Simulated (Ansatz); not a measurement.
**CrB$_{2}$: zone-centre modes under pressure**

CrB$_{2}$, P6/mmm, a = 2.946 Å, c = 2.863 Å. The structure is a COD entry; whether it is the stable form wasn't checked. Ansatz: LDA, PAW, 420 eV, Γ-centred 18×18×14 mesh on 3 atoms, Fermi-Dirac smearing 0.15 eV; no spin polarisation. Cell and atoms are relaxed at each pressure with the symmetry kept; optical modes at Γ by linear response, in cm⁻¹, matched by rank (the highest 3 distinct ones).

```tsv
P (GPa)	V (Å³/atom)	ω1	ω2	ω3
0	7.174	452.1	556.0	947.5
2	7.129	?	?	?
6	7.043	470.1	565.6	968.1
```

Q: Get each mode's Grüneisen parameter γ = −d ln ω/d ln V from the other rows and predict the missing frequencies.

A: ln(V/V0) = 0.0000, -0.0063, -0.0184; a line through ln(ω/ω0) of the 2 known rows gives ω1: γ = 2.122, predicted 458.2, computed 458.2; ω2: γ = 0.930, predicted 559.3, computed 559.3; ω3: γ = 1.169, predicted 954.5, computed 954.6. The worst miss is 0.0 %, or 1 % of the shift under pressure, so a constant γ serves at that level. In a metal these frequencies hang on the mesh and smearing.

Spin polarisation was left out, and a magnetic state may lie lower.